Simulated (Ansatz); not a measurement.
Total density of states per atom from r²SCAN in the plane-wave PAW code Ansatz, in 0.25 eV bins, energy from the valence-band maximum:

```
E (eV) | states/eV/atom
    -7.85 |  0.00
    -7.60 |  0.00
    -7.35 |  0.00
    -7.10 |  0.00
    -6.85 | ########## 0.38
    -6.60 | ################## 0.68
    -6.35 | ##################### 0.79
    -6.10 | ########### 0.42
    -5.85 | ######## 0.31
    -5.60 | ###### 0.24
    -5.35 | ##### 0.20
    -5.10 | #### 0.16
    -4.85 | #### 0.14
    -4.60 | ### 0.12
    -4.35 | ### 0.10
    -4.10 | ## 0.08
    -3.85 | ## 0.09
    -3.60 | ################# 0.64
    -3.35 | ################## 0.67
    -3.10 | ################ 0.58
    -2.85 | ################## 0.67
    -2.60 | ######################## 0.87
    -2.35 | ###################### 0.83
    -2.10 | ##################### 0.78
    -1.85 | #################### 0.76
    -1.60 | ################### 0.72
    -1.35 | ################## 0.68
    -1.10 | ############# 0.46
    -0.85 | ######## 0.29
    -0.60 | ##### 0.20
    -0.35 | ### 0.11
    -0.10 | # 0.03
     0.15 |  0.00
     0.40 |  0.00
     0.65 |  0.00
     0.90 | # 0.03
     1.15 | ### 0.11
     1.40 | ######### 0.33
     1.65 | ############### 0.56
     1.90 | ######################### 0.92
     2.15 | ########################### 1.00
     2.40 | ################ 0.61
     2.65 | ########### 0.39
     2.90 | ########### 0.42
     3.15 | ################ 0.58
     3.40 | ############## 0.51
     3.65 | ############### 0.56
     3.90 | ############################## 1.11
     4.15 | ################### 0.72
     4.40 | ################# 0.63
     4.65 | ################ 0.58
     4.90 | ######################## 0.88
     5.15 | ##################### 0.76
```

Question: Which of these materials gives this?
A) CdS, wurtzite
B) GaSb, zinc blende
C) ZnSe, zinc blende
D) GaAs, zinc blende

Answer: B, GaSb, zinc blende. Top 1 eV of the valence band: Sb 5p 69 %, Ga 4p 28 %. Bottom 1 eV of the conduction band: Ga 4s 30 %, Sb 5p 29 %, Ga 4p 20 %, Sb 5s 15 %, outside the projected shells 5 %. Projections are on Löwdin-orthogonalised atomic valence shells; empty p or d shells of many metals are not among them.

Space group F-43m (zinc blende). The cell was relaxed with r²SCAN under the symmetry of its start; of distortions, only those at the zone centre were tested. Scalar-relativistic: spin–orbit coupling is off unless named, which matters more the heavier the elements.

Potentials: the later of the program's two PAW sets.
